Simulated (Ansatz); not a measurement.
**Pressure against volume in Al3FeCo2**

The structure comes from a generated guess, relaxed at this level; another structure or a mixture of phases may lie lower.

All numbers below come from DFT PBE, scalar-relativistic, plane waves, PAW (Ansatz 0.2.0). Cutoff 420 eV, Γ-centred 14×14×6 mesh (6-atom cell), Gaussian smearing of 0.10 eV, collinear spin.

```xyz
6
Lattice="2.8556 0.0000 0.0000 0.0000 2.8556 0.0000 0.0000 0.0000 8.5872" Properties=species:S:1:pos:R:3 pbc="T T T"
Al    0.0000    0.0000    7.1695
Al    0.0000    0.0000    1.4177
Al    0.0000    0.0000    4.2936
Fe    1.4278    1.4278    0.0000
Co    1.4278    1.4278    2.8749
Co    1.4278    1.4278    5.7123
```

The cell was set to several volumes, with shape and atoms relaxed at each where symmetry leaves them free. Pressure is positive in compression, and energies count from the lowest row. No row has a gap on its mesh.

```csv
row,V (Å³/atom),P (GPa),ΔE (meV/atom),largest moment (μB)
1,10.270,29.87,116.4,0.13
2,10.620,20.51,61.7,0.20
3,10.970,?,?,?
4,11.320,5.80,6.1,0.40
5,11.670,0.00,0.0,0.44
6,12.021,-4.96,5.6,0.48
7,12.371,-9.18,21.2,0.52
8,12.837,-13.85,55.1,0.59
```

Question: Find B = −V·ΔP/ΔV from rows 4 and 6 and from rows 1 and 2, and from the two its slope B′ and its value B0 at zero pressure.

Answer: Rows 4 and 6 give −(11.320 + 12.021)/2 × (-4.96 − (5.80))/(12.021 − 11.320) = 179.1 GPa at a mean pressure of 0.42 GPa. Rows 1 and 2 give −(10.270 + 10.620)/2 × (20.51 − (29.87))/(10.620 − 10.270) = 279.3 GPa at a mean pressure of 25.19 GPa. So B′ = (279.3 − 179.1)/(25.19 − (0.42)) = 4.05 and B0 = 179.1 − 4.05 × (0.42) = 177.4 GPa. A third-order Birch–Murnaghan fit to all the energies gives B0 = 178.2 GPa and B′ = 4.2.

Question: Estimate the pressure and energy of row 3.

Answer: From row 5, V0 = 11.670 × (1 + (0.00)/177.4) = 11.670 Å³/atom. Murnaghan's form P = (B0/B′)·[(V0/V)^B′ − 1] gives (177.4/4.05) × [(11.670/10.970)^4.05 − 1] = 12.47 GPa; the computed pressure is 12.58 GPa, so the estimate is off by -0.11 GPa. The work of compression from row 4, with the mean of the two pressures, gives ΔE = 6.1 + (12.47 + 5.80)/2 × (11.320 − 10.970)/160.2 × 1000 = 26.1 meV/atom (1 eV/Å³ = 160.2 GPa); the computed value is 26.0 meV/atom. Its largest moment is 0.32 μB.

The magnetic state reached may not be the lowest. All volumes keep the k mesh of the relaxed cell. The moments change along the series, which bends the curve. Symmetry constrained the relaxation, so the result can be a saddle point.
